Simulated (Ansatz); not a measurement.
TaSi2:
```
TaSi2
1.0
    4.80744     0.00000     0.00000
   -2.40372     4.16337     0.00000
    0.00000     0.00000     6.59565
Ta Si
3 6
Direct
  0.00000   0.50000   0.16667
  0.50000   0.00000   0.50000
  0.50000   0.50000   0.83333
  0.84124   0.68249   0.50000
  0.15876   0.84124   0.83333
  0.31751   0.15876   0.16667
  0.15876   0.31751   0.50000
  0.84124   0.15876   0.83333
  0.68249   0.84124   0.16667
```

Relaxed with PBE. Special points in fractions of this cell's reciprocal vectors: Γ (0.000, 0.000, 0.000); M (0.500, 0.000, 0.000); K (0.333, 0.333, 0.000); A (0.000, 0.000, 0.500); L (0.500, 0.000, 0.500); H (0.333, 0.333, 0.500).

Q: List the band energies nearest the Fermi level at these points for PBE (plane waves, PAW; program Ansatz).

A: In eV from the Fermi level; about four levels below and three above (degenerate sets whole), none deeper than 8.9 eV; points with the same levels are listed once.

```csv
k,below,above
Γ,-2.47 -2.18 -2.18 -1.51,0.72 2.91 2.91
M,-1.09 -0.75 -0.10 -0.08,0.84 1.12 1.49
K,-1.94 -1.94 -1.75 -1.72 -1.72,0.33 0.33 0.53
A,-2.21 -2.07 -1.81 -1.81,1.11 1.11 2.49 2.49
L,-2.04 -2.03 -1.86 -0.70 -0.30,1.50 1.89 2.45
H,-0.77 -0.77 -0.17 -0.17,0.91 1.53 1.53
```

Space group P6_222. The PBE relaxation kept the symmetry of its start. The run is not spin-polarised. Spin–orbit coupling is left out wherever it is not named.

Potentials: the earlier of the program's two PAW sets.
